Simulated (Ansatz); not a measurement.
Input, command and steps of an Ansatz relaxation.

```yaml
crystal:
  lattice:
    - [2.1919971706, 1.2655501565, 3.9077426732]
    - [-2.1919971706, 1.2655501565, 3.9077426732]
    - [0.0, -2.531100313, 3.9077426732]
  atoms:
    - { symbol: Sb, position: [0.231398528, 0.231398528, 0.231398528] }
    - { symbol: Sb, position: [0.768601472, 0.768601472, 0.768601472] }
basis:
  ecutwfc: 500
kpoints:
  mp_grid: { grid: [12, 12, 12] }
hamiltonian:
  xc: r2scan
scf:
  occupations: { method: gaussian, width: 0.1 }
output:
  forces: true
  stress: true
  eigenvalues: true
relax:
  adjacent_minimum: "off"
  f_tol: 0.01
  max_steps: 30
  cell: { stress_tol: 0.1, fix: [volume] }
```

```bash
ansatz run input.yaml --threads 1 --pin off --max-ram 2560MiB --backend cpu --events-out ev --progress --plain --runs-dir out
```

Computed with Ansatz, DFT r2SCAN, scalar-relativistic, plane waves, PAW.

The volume is held at 1.03 times that of the relaxed cell.

Of 6 frames 5 are shown, positions in Å and forces in eV/Å; the SCF threshold varies from step to step. Steps run on the plane waves of an earlier cell, with a Pulay correction in the pressure. The basis is chosen afresh for the last frame, the zero of the energies, and at times for earlier ones too; energy and pressure step there, also at an unchanged geometry.

```xyz
2
Lattice="2.1920 1.2655 3.9077 -2.1920 1.2655 3.9077 0.0000 -2.5311 3.9077" Properties=species:S:1:pos:R:3:forces:R:3 pbc="T T T" step=1 free_energy_over_end_meV_per_atom=2.20 pressure_GPa=-1.48
Sb    0.0000    0.0000    2.7127    0.0000    0.0000   -0.1581
Sb    0.0000    0.0000    9.0105    0.0000    0.0000    0.1581
2
Lattice="2.1880 1.2632 3.9222 -2.1880 1.2632 3.9222 0.0000 -2.5264 3.9222" Properties=species:S:1:pos:R:3:forces:R:3 pbc="T T T" step=2 free_energy_over_end_meV_per_atom=1.32 pressure_GPa=-0.69
Sb    0.0000    0.0000    2.6955    0.0000    0.0000    0.1301
Sb    0.0000    0.0000    9.0710    0.0000    0.0000   -0.1301
2
Lattice="2.1826 1.2601 3.9416 -2.1826 1.2601 3.9416 0.0000 -2.5202 3.9416" Properties=species:S:1:pos:R:3:forces:R:3 pbc="T T T" step=3 free_energy_over_end_meV_per_atom=0.19 pressure_GPa=-0.88
Sb    0.0000    0.0000    2.7184    0.0000    0.0000    0.0035
Sb    0.0000    0.0000    9.1063    0.0000    0.0000   -0.0035
2
Lattice="2.1756 1.2561 3.9670 -2.1756 1.2561 3.9670 0.0000 -2.5121 3.9670" Properties=species:S:1:pos:R:3:forces:R:3 pbc="T T T" step=4 free_energy_over_end_meV_per_atom=0.01 pressure_GPa=-0.76
Sb    0.0000    0.0000    2.7351    0.0000    0.0000   -0.0103
Sb    0.0000    0.0000    9.1659    0.0000    0.0000    0.0103
2
Lattice="2.1755 1.2560 3.9672 -2.1755 1.2560 3.9672 0.0000 -2.5121 3.9672" Properties=species:S:1:pos:R:3:forces:R:3 pbc="T T T" step=6 free_energy_over_end_meV_per_atom=0.00 pressure_GPa=-0.73
Sb    0.0000    0.0000    2.7343    0.0000    0.0000    0.0004
Sb    0.0000    0.0000    9.1672    0.0000    0.0000   -0.0004
```

The run took 100 s on 1 thread of Intel(R) Xeon(R) Platinum 8488C (Sapphire Rapids), with other jobs on the host, peak memory 0.76 GiB.